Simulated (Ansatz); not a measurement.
Single point in Ansatz 0.2.0 with PBEsol, no spin polarisation. Cutoff 420 eV, PAW datasets, 7×6×10 Γ-centred k mesh, fermi-dirac filling (width 0.1 eV).

Computed maps in the lattice plane spanned by b (left to right, 5.35 Å, 16 points from zero) and c (bottom to top, 3.24 Å, 10 points from zero), 90° apart, at height 0.250 along a. The fields are smooth PAW ones with compensation charges, not the true ones near nuclei.

Valence density. Digits on a logarithmic scale: 0 up to 0.03 e/Å³, each further digit a factor of 1.6, 9 from 1.3 e/Å³ up:
```
5544999943333445
4444578544333444
4433344444445785
4333344555449999
5333344555459999
4333344555449999
4433344444445785
4444578544333444
5544999943333445
5545999953333445
```

ELF. Ten even steps from '0' (0.05) to '9' (0.80):
```
9960444401222468
7850022015420002
1542000278500220
0122246899604444
0022358999504225
0122246899604444
1542000278500220
7850022015420002
9960444401222468
9950422500223589
```

**Question.** The cell is Mg₂B. Which atoms lie within 0.2 Å of this plane, and where (fractions of b and c)?

**Answer.** Mg at (0.34, 0.00), Mg at (0.84, 0.50). The whole cell:
```yaml
crystal:
  lattice:
    - [4.89219, 0.00000, 0.00000]
    - [0.00000, 5.34608, 0.00000]
    - [0.00000, 0.00000, 3.24241]
  atoms:
    - { symbol: Mg, position: [0.25000, 0.34489, 0.00000] }
    - { symbol: Mg, position: [0.75000, 0.65511, 0.00000] }
    - { symbol: Mg, position: [0.75000, 0.15511, 0.50000] }
    - { symbol: Mg, position: [0.25000, 0.84489, 0.50000] }
    - { symbol: B, position: [0.00000, 0.00000, 0.00000] }
    - { symbol: B, position: [0.50000, 0.50000, 0.50000] }
```

Origin: a known structure type with other elements, at an estimated volume, so it need not be a known compound. Caveats: atoms or cell far from equilibrium.
